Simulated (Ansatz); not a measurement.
GaSb:
```xyz
12
Lattice="7.5704 0.0000 0.0000 0.0000 7.5704 0.0000 0.0000 0.0000 7.5704" Properties=species:S:1:pos:R:3 pbc="T T T"
Ga     1.8926     0.0000     3.7852
Ga     3.7852     1.8926     0.0000
Ga     3.7852     5.6778     0.0000
Ga     5.6778     0.0000     3.7852
Ga     0.0000     3.7852     5.6778
Ga     0.0000     3.7852     1.8926
Sb     1.8926     3.7852     0.0000
Sb     0.0000     1.8926     3.7852
Sb     0.0000     5.6778     3.7852
Sb     5.6778     3.7852     0.0000
Sb     3.7852     0.0000     5.6778
Sb     3.7852     0.0000     1.8926
```

Relaxed with r²SCAN. Special points in fractions of this cell's reciprocal vectors: Γ (0.000, 0.000, 0.000); X (0.000, 0.500, 0.000); M (0.500, 0.500, 0.000); R (0.500, 0.500, 0.500).

Q: List the band energies nearest the valence-band maximum at these points for r²SCAN (plane waves, PAW; program Ansatz).

A: In eV from the valence-band maximum; about four levels below and three above (degenerate sets whole), none deeper than 8.9 eV; points with the same levels are listed once.

| k | below | above |
|---|---|---|
| Γ | -1.70 -1.70 -1.70 0.00 0.00 0.00 | 0.24 0.61 0.61 0.61 |
| X | -0.93 -0.93 -0.38 -0.38 | 0.54 0.54 2.09 2.09 |
| M | -1.22 -1.22 -0.92 -0.43 | 1.34 1.34 1.86 |
| R | -1.63 -1.63 -1.63 -1.63 | 2.40 2.40 2.40 2.40 2.40 2.40 |

Space group Pm-3n. The start of the workflow was typed in or built on a structure type; neither database checked (COD, Materials Project) lists it. It is not the phase usual at ambient conditions (space group No. 216). Symmetry was held in the r²SCAN relaxation; whether a distortion lowers the energy is not shown. The volume moved by 29 % from the start of the relaxation. Spin–orbit coupling is left out wherever it is not named.

Potentials: the earlier of the program's two PAW sets. The files were generated under PBE; for other functionals the program regenerates the frozen cores, and for LDA and PBEsol the local potential too.
